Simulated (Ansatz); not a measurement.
**Equation of state of barium, beta-Sn type**

Method: Ansatz, DFT, LDA (PW92), plane waves (420 eV) with PAW, scalar-relativistic. (PAW data from PBE, frozen cores regenerated.)

The cell is scaled uniformly from the relaxed one, with fractional coordinates and shape fixed. Energies are extrapolated to zero smearing, pressures are those at the given smearing. Because the bonds are stretched with the cell, B₀ of this curve lies above the true bulk modulus of such a structure. Magnetic state: spin not included.

```csv
V (Å³/atom),E − E₀ (meV/atom),P (GPa)
44.011,25.6,1.53
46.011,10.3,0.92
48.012,2.2,0.41
50.012,0.0,-0.01
52.013,2.9,-0.37
54.013,9.9,-0.67
56.014,20.6,-0.92
```

(1) Fit a third-order Birch-Murnaghan equation.

Answers

(1) V₀ = 49.83 Å³/atom, B₀ = 10.1 GPa, B₀′ = 3.3.
